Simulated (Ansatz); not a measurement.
**One relaxed cell of Cs$_{2}$HgSe$_{2}$ at several levels**

A database entry relaxed whole under r2SCAN at zero pressure (Pbam, No. 55):

```
Cs Hg Se
1.0
     8.30906    0.00000    0.00000
     0.00000   10.45638    0.00000
     0.00000    0.00000    4.80151
Cs Hg Se
4 2 4
Direct
  0.39296 0.83319 0.50000
  0.60704 0.16681 0.50000
  0.89296 0.66681 0.50000
  0.10704 0.33319 0.50000
  0.50000 0.50000 0.00000
  0.00000 0.00000 0.00000
  0.23196 0.59388 0.00000
  0.76804 0.40612 0.00000
  0.73196 0.90612 0.00000
  0.26804 0.09388 0.00000
```

Its volume is 41.72 Å³ an atom, +4.7 % against the entry's 39.83, a measured cell (2017, 100 K).

Single points on this cell with plane-wave PAW DFT (Ansatz 0.2.0; r2SCAN 500 eV, hybrids 420 eV; fermi-dirac occupations of width 0.020 eV; no moments): r2SCAN on a 4×4×6 Γ-centred mesh; r2SCAN with spin-orbit coupling on a 4×2×6 Γ-centred mesh; HSE06 on a 4×2×6 Γ-centred mesh; PBE0 on a 4×2×6 Γ-centred mesh.

How do gap, pressure and charges move from level to level?

The runs give:

```json
{"level": "r2SCAN", "gap (eV), or kind": "2.28", "pressure (GPa)": "0.0", "Bader charge of Cs (e)": "+0.80", "Bader charge of Hg (e)": "+0.18", "Bader charge of Se (e)": "-0.89"}
{"level": "r2SCAN with spin-orbit coupling", "gap (eV), or kind": "2.20", "pressure (GPa)": "-0.1", "Bader charge of Cs (e)": "+0.80", "Bader charge of Hg (e)": "+0.16", "Bader charge of Se (e)": "-0.88"}
{"level": "HSE06", "gap (eV), or kind": "2.81", "pressure (GPa)": "0.3", "Bader charge of Cs (e)": "+0.79", "Bader charge of Hg (e)": "+0.21", "Bader charge of Se (e)": "-0.90"}
{"level": "PBE0", "gap (eV), or kind": "3.50", "pressure (GPa)": "0.2", "Bader charge of Cs (e)": "+0.79", "Bader charge of Hg (e)": "+0.21", "Bader charge of Se (e)": "-0.90"}
```

Under r2SCAN the gap is 2.28 eV, over mesh and band path. HSE06 moves it by +0.54 eV and PBE0 by +1.22 eV; PBE0 keeps its exact exchange at long range, which widens the gap over HSE06's by 0.68 eV on their common mesh. Spin-orbit coupling moves the r2SCAN gap by -0.08 eV.

Caveats: the relaxation kept the start's symmetry; HSE06 is read on its mesh and at the zone's corners, PBE0 on its mesh alone; the relaxed cell lies far from the entry, by an error of the functional or of the entry; hybrid pressures are good to a few tenths of a GPa; pressure is positive in compression.
